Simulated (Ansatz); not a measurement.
Ge2Sb2TeSe4:
```cif
data_Ge2Sb2Se4Te
_chemical_formula_sum 'Ge2 Sb2 Te1 Se4'
_space_group_name_H-M_alt 'P-3m1'
_space_group_IT_number 164
_space_group_name_Hall '-P 3 2"'
_cell_length_a 3.99637
_cell_length_b 3.99637
_cell_length_c 17.15886
_cell_angle_alpha 90.000
_cell_angle_beta 90.000
_cell_angle_gamma 120.000
loop_
_atom_site_label
_atom_site_type_symbol
_atom_site_symmetry_multiplicity
_atom_site_Wyckoff_symbol
_atom_site_fract_x
_atom_site_fract_y
_atom_site_fract_z
_atom_site_occupancy
Ge1 Ge 2 c 0.00000 0.00000 0.34230 1
Sb1 Sb 2 d 0.33333 0.66667 0.12312 1
Te1 Te 1 a 0.00000 0.00000 0.00000 1
Se1 Se 2 d 0.66667 0.33333 0.21490 1
Se2 Se 2 d 0.33333 0.66667 0.41488 1
```

Relaxed at zero pressure with r²SCAN+D4 in the plane-wave PAW code Ansatz.

### Question
The volume is raised by 9 % and shape and atoms relax at that volume. What pressure results, and how do the axes share the change?

### Answer
-1.0 GPa; a 0.5 %, b 0.5 %, c 7.8 %; the energy rises by 10 meV/atom.

### Question
Give the new structure.

### Answer

Space group P-3m1 (No. 164); a = b = 4.018 Å, c = 18.504 Å, α = β = 90.00°, γ = 120.00°

```
atom  site  symmetry       x       y       z
----  ----  --------  ------  ------  ------
Ge      2c       3m.  0.0000  0.0000  0.3307
Sb      2d       3m.  0.3333  0.6667  0.1145
Te      1a      -3m.  0.0000  0.0000  0.0000
Se      2d       3m.  0.6667  0.3333  0.1989
Se      2d       3m.  0.3333  0.6667  0.3983
```

The phase is kept; no other phase was compared at this pressure.

The start of the workflow was typed in or built on a structure type; neither database checked (COD, Materials Project) lists it. Whether it is the stable phase at ambient conditions was not checked. The r²SCAN+D4 relaxation kept the symmetry of its start; whether a distortion lowers the energy is not shown. Scalar-relativistic: spin–orbit coupling is off unless named, which matters more the heavier the elements.

Potentials: the later of the program's two PAW sets.
